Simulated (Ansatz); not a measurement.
ZnO:
```cif
data_O2Zn2
_chemical_formula_sum 'Zn2 O2'
_space_group_name_H-M_alt 'P 1'
_space_group_IT_number 1
_cell_length_a 3.91077
_cell_length_b 3.91077
_cell_length_c 3.41486
_cell_angle_alpha 90.000
_cell_angle_beta 90.000
_cell_angle_gamma 90.000
loop_
_space_group_symop_operation_xyz
  'x, y, z'
loop_
_atom_site_label
_atom_site_type_symbol
_atom_site_fract_x
_atom_site_fract_y
_atom_site_fract_z
_atom_site_occupancy
Zn1 Zn 0.50000 0.00000 0.06145 1
Zn2 Zn 0.00000 0.50000 0.93855 1
O1 O 0.00000 0.00000 0.00000 1
O2 O 0.50000 0.50000 0.00000 1
```

Relaxed with LDA.

Q: Decompose the optical modes at the zone centre into irreducible representations, and say which are infrared and Raman allowed.

A: Point group 4/mmm: Γ_opt = A1g + A2u + B1g + 2Eg + Eu. Infrared: A2u, Eu. Raman: A1g, B1g, Eg.

Q: Assign frequencies (DFPT, plane-wave PAW LDA (Ansatz code)).

A: B1g 201i, A1g 56, Eg 206, A2u 209, Eu 444, Eg 588 cm⁻¹.

Subscripts of B labels follow the axes of the standard setting.

Space group P4/nmm. The cell is a constructed one: a structure type filled with these elements; neither database checked (COD, Materials Project) lists it. It is not the phase usual at ambient conditions (space group No. 186). The LDA relaxation kept the symmetry of its start. At this level the phase is dynamically unstable (imaginary phonons). A crystal of weakly bound layers computed without a dispersion correction: the cell and the soft elastic constants depend strongly on that. As this level gives no gap, phonon frequencies hold no LO–TO term and depend on the k-mesh and smearing (Fermi–Dirac, 0.1 eV here).

Potentials: the later of the program's two PAW sets.
